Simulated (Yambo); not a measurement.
Yambo run on Ag₂S (space group P1, No. 1). The wavefunctions are PBEsol (Quantum ESPRESSO, PseudoDojo norm-conserving, 82 Ry, no spin-orbit coupling) ones on a 4×4×2 mesh (44 occupied bands); a = 4.241 Å, b = 4.264 Å, c = 7.680 Å, α = 89.15°, β = 89.60°, γ = 68.38°.

Yambo input:

```
rim_cut
gw0
dyson
el_el_corr
HF_and_locXC
ppa
em1d
RandQpts= 1000000
RandGvec= 1 Ry
EXXRLvcs= 82 Ry
VXCRLvcs= 328 Ry
Chimod= "HARTREE"
% BndsRnXp
 17 | 160 |
%
NGsBlkXp= 5 Ry
% LongDrXp
 1.0 | 1.0 | 1.0 |
%
PPAPntXp= 27.2114 eV
% GbndRnge
 1 | 160 |
%
GTermKind= "BG"
DysSolver= "n"
ExtendOut
% QPkrange
 1 | 1 | 44 | 45 |
 5 | 5 | 44 | 44 |
%
```

k points by index: 1 = Γ, 5 = (0, -0.5, 0).

Resulting energies as the program prints them:

```
#    K-point    Band    Eo [eV]    E [eV]    E-Eo [eV]    Vxc [eV]    Vnlxc [eV]    Sc|Eo [eV]    Sc|E [eV]    dSc/dw|Eo [eV]    Re(Z)    Im(Z)
#
    1    44    -0.042245    -0.477713    -0.435467    -19.50588    -23.26924    3.209381    3.327892    -7.403587    0.786114    -0.001400
    1    45    1.228715    1.668887    0.440173    -11.68655    -7.720096    -3.426133    -3.526278    -6.189665    0.814685    -0.001206
    5    44    0.000000    -0.424153    -0.424153    -18.77616    -22.24860    2.934161    3.048283    -7.319596    0.788026    -0.001389
```
(The two width columns are left out.) Convergence of these settings isn't established.

Geometry of the Materials Project entry, not relaxed at this level.

The structure is a Materials Project entry; no match was found in the copy of COD used, and its stability was not checked.
